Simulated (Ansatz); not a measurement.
# Zone-centre phonons of Si2W at 3 GPa: input and output

Method: Ansatz 0.2.0, DFT LDA, scalar-relativistic, plane waves, PAW.

Launched with:
```bash
ansatz run input.yaml --threads 1 --pin off --max-ram 3072MiB --backend cpu --events-out ev --progress --plain --runs-dir out
```

Input (bare energies are in eV):
```yaml
crystal:
  lattice:
    - [-1.5855978549, 1.5855978549, 3.8743880367]
    - [1.5855978549, -1.5855978549, 3.8743880367]
    - [1.5855978549, 1.5855978549, -3.8743880367]
  atoms:
    - { symbol: Si, position: [0.3343899359, 0.3343899359, 0.0] }
    - { symbol: Si, position: [0.6656100641, 0.6656100641, 0.0] }
    - { symbol: W, position: [0.0, 0.0, 0.0] }
basis:
  ecutwfc: 420
kpoints:
  mp_grid: { grid: [18, 18, 18] }
hamiltonian:
  xc: lda
scf:
  occupations: { method: fermi_dirac, width: 0.15 }
output:
  eigenvalues: true
phonons:
  method: dfpt
  eigenvectors: true
```

The end of the output:
```
--- Phonons (Γ-DFPT): 4 representative perturbations + reference, on 865 of 5832 k-points (Σ response iterations 12) ---
  k mesh reduced under 4 symmetry operations, with k and −k counted as one. Each operation leaves every solved displacement unchanged or reverses it
  ASR residual: 3.899e-4 → 0.000e0 eV/Å²; symmetrization residual: 1.331e-6 eV/Å²
  ASR residual per site (eV/Å²): 1.16e-5 1.16e-5 3.90e-4
  Γ frequencies (cm⁻¹): 0.00 0.00 0.00 271.14 271.14 314.20 349.02 349.02 455.34
  non-analytic LO–TO correction: not included (Born effective charges unavailable; polar crystals: no LO–TO splitting at Γ)
```

Time: 4.5 min on 1 thread of Intel(R) Xeon(R) Platinum 8259CL CPU @ 2.50GHz (Skylake/Cascade Lake), with other jobs on the host, peak memory 1.8 GiB.

In a metal, frequencies and elastic constants depend on the k mesh and the smearing, soft modes and shear constants most. Spin–orbit coupling is left out, which can shift energies with elements as heavy as these.